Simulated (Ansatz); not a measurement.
NbB$_{2}$:
```cif
data_B2Nb
_chemical_formula_sum 'B2 Nb1'
_space_group_name_H-M_alt 'P6/mmm'
_space_group_IT_number 191
_space_group_name_Hall '-P 6 2'
_cell_length_a 3.10094
_cell_length_b 3.10094
_cell_length_c 3.32585
_cell_angle_alpha 90.000
_cell_angle_beta 90.000
_cell_angle_gamma 120.000
loop_
_atom_site_label
_atom_site_type_symbol
_atom_site_symmetry_multiplicity
_atom_site_Wyckoff_symbol
_atom_site_fract_x
_atom_site_fract_y
_atom_site_fract_z
_atom_site_occupancy
B1 B 2 d 0.33333 0.66667 0.50000 1
Nb1 Nb 1 a 0.00000 0.00000 0.00000 1
```

Relaxed with r²SCAN.

Task: Tabulate the valence density and the electron localisation function along the shortest B–Nb contact (2.44 Å), r²SCAN in the plane-wave PAW code Ansatz.

Result: 

```csv
distance from B (Å),density (e/Å³),ELF
0.24,0.47,0.02
0.37,0.62,0.13
0.49,0.68,0.33
0.61,0.64,0.51
0.73,0.56,0.59
0.86,0.48,0.58
0.98,0.42,0.49
1.10,0.38,0.33
1.22,0.39,0.21
1.34,0.46,0.18
1.47,0.70,0.28
1.59,1.23,0.50
1.71,2.14,0.69
1.83,3.36,0.77
1.95,4.53,0.76
2.08,5.13,0.63
2.20,4.97,0.37
```

The density is the valence pseudo-density with augmentation charge, so density and ELF within about 1 Å of a nucleus are not all-electron values.

The workflow started from an entry of the Crystallography Open Database (COD). Whether it is the stable phase at ambient conditions was not checked. The cell was relaxed with r²SCAN under the symmetry of its start; whether a distortion lowers the energy is not shown. The run is not spin-polarised.

Potentials: the later of the program's two PAW sets.
